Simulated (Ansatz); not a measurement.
The start is a generated cell, PtS2 built in the AFLOW prototype A2B_tI12_140_h_a (C16, as in Al2Cu). The structure is fully relaxed (lattice and positions, P = 0) with r2SCAN (plane waves to 500 eV, PAW, scalar-relativistic; Ansatz, a quantum-chemistry and plane-wave program). The first steps use a 8×8×8 k-mesh.

Initial structure:
```
PtS2
1.0
   -3.20467     3.20467     2.57860
    3.20467    -3.20467     2.57860
    3.20467     3.20467    -2.57860
S Pt
4 2
Direct
  0.15800   0.65800   0.81600
  0.34200   0.15800   0.50000
  0.65800   0.84200   0.50000
  0.84200   0.34200   0.18400
  0.75000   0.75000   0.00000
  0.25000   0.25000   0.00000
```

How large is the pressure on the unrelaxed cell, and of which sign?

-4.2 GPa (negative: the cell is under tension).

Which atoms feel the largest initial force, and how large is it?

0.16 eV/Å, on S1, S2, S3, S4 (atoms numbered as listed).

By how much does the energy per atom fall from start to end?

0.38 eV/atom.

How does the volume change?

-6.2 %, from 17.65 to 16.57 Å³/atom.

How do the shortest distances between atoms change?

The closest pairs of elements (up to four, under 3.6 Å), start → end: S–S 2.86 → 2.03 Å; Pt–Pt 2.58 → 3.15 Å; Pt–S 2.74 → 2.71 Å.

Is the relaxed structure metallic? Give its gap.

Zero (metallic).

The space group stays I4/mcm (No. 140) (the run could not lower it), with 6 atoms in the primitive cell. Final values are on a 12×12×12 k-mesh of the relaxed cell. The relaxed cell holds bonded S–S pairs (2.03 Å). No spin polarisation in the result.

The run could not lose the symmetry of its start: the end is stationary, and may be a saddle point rather than a minimum.

The relaxed structure here is a generated cell of PtS2: the first start was made by placing the elements on the sites of a structure type, and the end was not matched to a known phase here, so it may be hypothetical. Known forms of PtS2 include space group No. 164.
